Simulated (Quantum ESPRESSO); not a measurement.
# Band energies of SrCuTeF

```
CELL_PARAMETERS angstrom
      4.27637     0.00000     0.00000
      0.00000     4.27637     0.00000
      0.00000     0.00000     9.22155
ATOMIC_POSITIONS crystal
  F  0.50000 0.50000 0.00000
  F  0.00000 0.00000 0.00000
  Cu 0.50000 0.50000 0.50000
  Cu 0.00000 0.00000 0.50000
  Sr 0.00000 0.50000 0.85253
  Sr 0.50000 0.00000 0.14747
  Te 0.00000 0.50000 0.32626
  Te 0.50000 0.00000 0.67374
```

norm-conserving PBEsol (Quantum ESPRESSO, 92 Ry, no spin-orbit coupling); path ΓXMΓZRAZ,XR,MA; energies in eV from the valence-band maximum.

| k (1/Å) | point | band 48 | band 49 | band 50 | band 51 | band 52 | band 53 | band 54 | band 55 |
|---|---|---|---|---|---|---|---|---|---|
| 0.00 | Γ | -1.65 | -1.61 | -0.82 | 0.00 | 0.00 | 1.43 | 1.45 | 1.99 |
| 0.49 |  | -2.11 | -1.15 | -0.94 | -0.87 | -0.27 | 2.16 | 2.36 | 2.42 |
| 0.73 | X | -2.23 | -1.10 | -1.10 | -0.56 | -0.56 | 2.19 | 2.19 | 2.87 |
| 1.10 |  | -2.13 | -1.61 | -1.61 | -1.09 | -1.09 | 2.36 | 2.36 | 2.69 |
| 1.47 | M | -2.07 | -2.05 | -2.05 | -1.46 | -1.46 | 2.20 | 2.20 | 2.60 |
| 1.64 |  | -2.08 | -1.90 | -1.80 | -1.46 | -1.32 | 2.24 | 2.26 | 2.53 |
| 1.99 |  | -2.10 | -1.44 | -1.28 | -0.99 | -0.83 | 2.53 | 2.57 | 2.90 |
| 2.51 | Γ | -1.65 | -1.61 | -0.82 | 0.00 | 0.00 | 1.43 | 1.45 | 1.99 |
| 2.51 | Z | -1.64 | -1.61 | -1.08 | -0.01 | -0.01 | 1.68 | 2.02 | 2.04 |
| 2.88 |  | -1.99 | -1.12 | -0.89 | -0.82 | -0.16 | 2.01 | 2.33 | 2.44 |
| 3.24 | R | -2.23 | -1.01 | -1.01 | -0.56 | -0.56 | 2.13 | 2.13 | 2.89 |
| 3.79 |  | -2.10 | -1.88 | -1.88 | -1.37 | -1.37 | 2.59 | 2.59 | 2.63 |
| 3.98 | A | -2.07 | -2.06 | -2.06 | -1.46 | -1.46 | 2.47 | 2.47 | 2.60 |
| 4.27 |  | -2.09 | -1.75 | -1.51 | -1.45 | -1.12 | 2.67 | 2.71 | 2.75 |
| 4.57 |  | -2.07 | -1.43 | -1.13 | -0.91 | -0.60 | 2.50 | 3.09 | 3.15 |
| 5.02 | Z | -1.64 | -1.61 | -1.08 | -0.01 | -0.01 | 1.68 | 2.02 | 2.04 |
| 5.02 | X | -2.23 | -1.10 | -1.10 | -0.56 | -0.56 | 2.19 | 2.19 | 2.87 |
| 5.36 | R | -2.23 | -1.01 | -1.01 | -0.56 | -0.56 | 2.13 | 2.13 | 2.89 |
| 5.36 | M | -2.07 | -2.05 | -2.05 | -1.46 | -1.46 | 2.20 | 2.20 | 2.60 |
| 5.70 | A | -2.07 | -2.06 | -2.06 | -1.46 | -1.46 | 2.47 | 2.47 | 2.60 |

The PBEsol gap is direct, 1.43 eV at Γ. Another valence extremum on the path lies within 0.02 eV, too close to call.

Spin-orbit coupling is left out, which matters for elements this heavy: edges can move by tenths of an eV. The filled Cu 3d shell has no Hubbard U; semilocal functionals place it too high.

Geometry of the Materials Project entry, not relaxed at this level.

The structure is a Materials Project entry; no match was found in the copy of COD used, and its stability was not checked.
